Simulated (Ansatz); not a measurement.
BaSrTi$_{2}$O$_{6}$ in space group P4mm (No. 99; Pearson symbol tP10), DFT-r²SCAN in the program Ansatz with PAW potentials. The conduction-band minimum lies at Γ, with 1 equivalent valley. Second derivatives d²E/dk² of the lowest band at one valley (eV·Å²), along Cartesian directions:

```csv
direction,d²E/dk²
[100],17.28
[010],17.28
[001],0.9543
[110],17.27
[101],9.120
[011],9.120
```

Q: Find the principal effective masses, the density-of-states mass and the conductivity mass.

A: Off-diagonal terms follow from H_xy = H[110] − (H_xx + H_yy)/2, and m*/mₑ = 7.620 eV·Å² over each eigenvalue: 0.44, 0.44, 8.0. One valley's DOS mass (m₁m₂m₃)^(1/3) = 1.2, conductivity mass 3/(Σ 1/mᵢ) = 0.64 mₑ.

Q: What effective density of states Nc follows at 300 K for parabolic valleys?

A: Nc = 2.509e19 × 1 × (1.2)^(3/2) ≈ 3.3e19 cm⁻³.

The start of the workflow was typed in or built on a structure type; neither database checked (COD, Materials Project) lists it. Its standing as an ambient phase is unchecked. The cell was relaxed with r²SCAN under the symmetry of its start; its stability against distortions is not shown here. The workflow began spin-polarised and lost its moments. Spin–orbit coupling is left out wherever it is not named.

Potentials: the earlier of the program's two PAW sets.

Edges and masses are those of Kohn–Sham bands, whose gap is no quasiparticle gap.
